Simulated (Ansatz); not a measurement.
**Ni (diamond): energy against volume**

The calculation used Ansatz, DFT, LDA (PW92), plane waves (420 eV) with PAW, scalar-relativistic. (PAW data from PBE, frozen cores regenerated.)

The cell is scaled uniformly from the relaxed one, with fractional coordinates and shape fixed. Energies are extrapolated to zero smearing, pressures are those at the given smearing. Magnetic state: ferromagnetic.

A Birch-Murnaghan fit gives V₀ = 15.06 Å³/atom, B₀ = 121 GPa, B₀′ = 4.7.

Task: What are the energy above the minimum and the pressure at 14.465 Å³/atom?

Result: 9.5 meV/atom and 5.46 GPa as computed.

Task: What are the energy above the minimum and the pressure at 15.670 Å³/atom?

Result: 8.7 meV/atom and -4.29 GPa as computed.

Task: What are the energy above the minimum and the pressure at 16.273 Å³/atom?

Result: 31.9 meV/atom and -7.72 GPa as computed.
